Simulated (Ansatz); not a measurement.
# Sr2ZnPd6W, a known structure type with other elements, at an estimated volume

```
Zn W Pd Sr
1.0
     0.00000    4.43569    4.43569
     4.43569    0.00000    4.43569
     4.43569    4.43569    0.00000
Zn W Pd Sr
1 1 6 2
Cartesian
  4.4357 4.4357 4.4357
  0.0000 0.0000 0.0000
  2.4396 4.4357 4.4357
  4.4357 2.4396 4.4357
  6.4318 4.4357 4.4357
  4.4357 6.4318 4.4357
  4.4357 4.4357 2.4396
  4.4357 4.4357 6.4318
  2.2178 2.2178 2.2178
  6.6535 6.6535 6.6535
```

Single point in Ansatz 0.2.0 with r2SCAN, no spin polarisation. Cutoff 500 eV, PAW datasets, 7×7×7 Γ-centred k mesh, fermi-dirac filling (width 0.0392 eV).

(1) Which atom feels the largest force, and which way?

(2) Which element gives electrons and which takes them?

(3) Is there a gap?

(4) Describe some of the short contacts.

(5) What is the formation energy?

(6) Is the cell too large or too small?

Origin: a known structure type with other elements, at an estimated volume, so it need not be a known compound. Caveats: atoms or cell far from equilibrium.

## Answers

(1) The largest is on Pd3 (and as large on other atoms): 8.39 eV/Å, components (-8.39, 0.00, 0.00). It makes 180° with the line to a nearest neighbour, Zn1 at 2.00 Å, pointing away from it.

(2) Bader charges in e: Sr +1.38, Zn +0.43, Pd -0.64, W +0.68. In the mean Sr gives up most and Pd takes most.

(3) It is a metal, with about 3.3 states/eV a cell as the mean within 0.25 eV of the Fermi level.

(4) Zn–Pd at 2.00 Å: least valence density 0.94 e/Å³ and ELF 0.24 there. W–Pd at 2.44 Å: least valence density 0.62 e/Å³ and ELF 0.30 there. Sr–Pd at 3.14 Å: least valence density 0.12 e/Å³ and ELF 0.07 there. These are pseudo-fields; inside the PAW spheres they differ from the all-electron ones.

(5) 0.85 eV an atom against the elements' usual phases (free molecules for gases, crystals otherwise, with no correction for O₂ or N₂), so at this geometry it isn't bound against them. Relaxing would lower it.

(6) The pressure is 44.0 GPa (compression positive), so with the atoms held at these fractions the cell would first expand; the forces are large, so a full relaxation may end otherwise.
